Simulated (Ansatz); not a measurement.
**Polymorphs of FeNi₃**

8 relaxations of FeNi3 ended in 3 distinct structures. All values below come from PBEsol (plane waves to 420 eV, PAW, scalar-relativistic; Ansatz, a quantum-chemistry and plane-wave program).

| # | space group | Pearson | type | E − E(lowest) (eV/atom) | V (Å³/atom) | coordination | runs ending here | spin order |
|---|---|---|---|---|---|---|---|---|
| 1 | Pm-3m | cP4 | Cu3Au type | 0.00 | 10.62 | Ni 12 (cuboctahedral), Fe 12 (cuboctahedral) | 6 | ferromagnetic |
| 2 | I4/mmm | tI8 | – | 0.01 | 10.60 | – | 1 | ferromagnetic |
| 3 | Pmmm | oP4 | – | 0.03 | 10.59 | – | 1 | ferromagnetic |

Coordination numbers (neighbours up to the widest gap in distance over summed covalent radii, below 1.35; n+m marks a second, longer set). All are gapless at this level. Pm-3m, cP4, Cu3Au type, ferromagnetic is the lowest among the structures calculated here.

FeNi$_{3}$ is taken in the cubic space group Pm-3m (No. 221), the Cu3Au type structure, Pearson symbol cP4. Cell: a = 3.489 Å, b = 3.489 Å, c = 3.489 Å, α = 90.00°, β = 90.00°, γ = 90.00°. Ni on 3c is surrounded by 8 Ni at 2.467 Å and 4 Fe at 2.467 Å (cuboctahedral). Fe on 1a is surrounded by 12 Ni at 2.467 Å (cuboctahedral). (Neighbours: up to the widest gap in distance over summed covalent radii, below 1.35, at either atom.)

Each run could gain symmetry but not lose that of its start, so entries can be saddle points. From databases, or of a type measured for this composition: Pm-3m, cP4, Cu3Au type, ferromagnetic; the others are generated cells (placed on structure types, drawn at random, substituted or restacked) that were not matched to a known phase here. Each structure is listed in the lowest spin state found for it. Energies are at zero temperature and pressure, without zero-point motion. Spin states reached: ferromagnetic; spin orders were not searched systematically.
